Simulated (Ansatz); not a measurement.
The elements of this relaxed trial crystal are hidden behind letters.

```
lattice vectors (Å)
   2.8498    0.0000    0.0000
   0.0000    2.8498    0.0000
   0.0000    0.0000    6.9086
fractional positions
X 0.5000 0.5000 0.7803
X 0.0000 0.0000 0.5000
X 0.5000 0.5000 0.2197
Z 0.0000 0.0000 0.0000
```

Method: DFT PBE, scalar-relativistic, plane waves, PAW in Ansatz 0.2.0. Plane waves to 420 eV, a 16×16×8 mesh through Γ for the 4-atom cell and 0.10 eV Gaussian smearing; no spin polarisation.

```
Space group                                : P4/mmm (No. 123)
Conventional cell                          : a = 2.850 Å, c = 6.909 Å
Volume per atom                            : 14.03 Å³
Density                                    : 5.48 g/cm³
Formation energy                           : −0.01 eV/atom
Gap on the 16×16×8 mesh of the 4-atom cell : 0 eV (a metal)
```

Energies are uncorrected and count from the elements' standard states at the same level.

Problem. X is a p-block element of period 3 and Z is a d-block element of period 5. Which elements are they?

Solution. X = Si, Z = Ru, so the formula is Si3Ru. Density times volume gives a mean mass of 5.48 × 14.03/1.6605 = 46.3 u per atom, and this set has 46.3 u. Si on a site of symmetry 4mm is surrounded by 4 Ru at 2.52 Å, 8 Si at 2.79–2.85 Å and 1 Si at 3.03 Å; around Si on a site of symmetry 4/mmm lie 12 Si at 2.79–2.85 Å; around Ru lie 8 Si at 2.52 Å and 4 Ru at 2.85 Å. Other sets within the hints have nearly the same mass, so mass alone doesn't settle it; this one was computed.

A structure relaxed within its symmetry needn't be a true minimum.
